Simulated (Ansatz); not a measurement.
Trial structure of NbH8, not yet relaxed:

```cif
data_structure
_symmetry_space_group_name_H-M 'I4/mmm'
_symmetry_Int_Tables_number 139
_cell_length_a 6.7959
_cell_length_b 6.7959
_cell_length_c 3.1862
_cell_angle_alpha 90.000
_cell_angle_beta 90.000
_cell_angle_gamma 90.000
_cell_volume 147.15
loop_
_atom_site_label
_atom_site_type_symbol
_atom_site_symmetry_multiplicity
_atom_site_Wyckoff_symbol
_atom_site_fract_x
_atom_site_fract_y
_atom_site_fract_z
_atom_site_occupancy
Nb1 Nb 2 a 0.00000 0.00000 0.00000 1
H1 H 8 h 0.83300 0.83300 0.50000 1
H2 H 8 i 0.82700 0.50000 0.50000 1
```

Computed with DFT PBE, scalar-relativistic, plane waves, PAW (Ansatz). Plane waves to 420 eV, a k mesh through Γ of 6×6×6 on the computed 9-atom cell and Gaussian smearing (0.10 eV); no spin polarisation.

Energies over the elements count from the elements' standard structures at the same level (H₂ as a molecule), with no fitted energy shifts.

Question: What does a single point on this coarse mesh give?

Answer: The pressure is -23.4 GPa (the mean over three directions, positive in compression), the largest force is 1.32 eV/Å, and the energy is +0.89 eV/atom against the elements. The shortest distance is 2.22 Å.

Question: Is it a good guess?

Answer: A rough one: relaxing gains about 0.32 eV/atom (the start's value is from the coarse mesh, so the gain is rough) in 17 ionic steps and ends at +0.57 eV/atom on the finer mesh. The symmetry stays I4/mmm (No. 139). The volume per atom shrinks by 2.9 %, from 8.2 to 7.9 Å³. The shortest distance goes from 2.22 Å (Nb–H) to 1.85 Å (Nb–H). The ratio c/a of the conventional cell changes by a factor of 0.86. Conventional cell: a = 7.080 Å, c = 2.850 Å. Around Nb lie 4 H at 1.85 Å, 8 H at 1.99 Å and 2 Nb at 2.85 Å; H on its first site has 6 H at 1.94–1.96 Å and 2 Nb at 1.99 Å; around H on its second site lie 1 Nb at 1.85 Å and 4 H at 1.94 Å.

The last run used a 14×14×14 mesh for its 9-atom cell and Gaussian smearing of 0.10 eV. No dispersion correction is applied, so the spacing and binding between layers, chains or molecules are poorly described. With hydrogen, zero-point motion can shift formation energies by some tens of meV/atom. The relaxation can't lower the symmetry of the start, and the grade says only how near the guess is to its own end. Symmetry constrained the relaxation, so the result can be a saddle point.
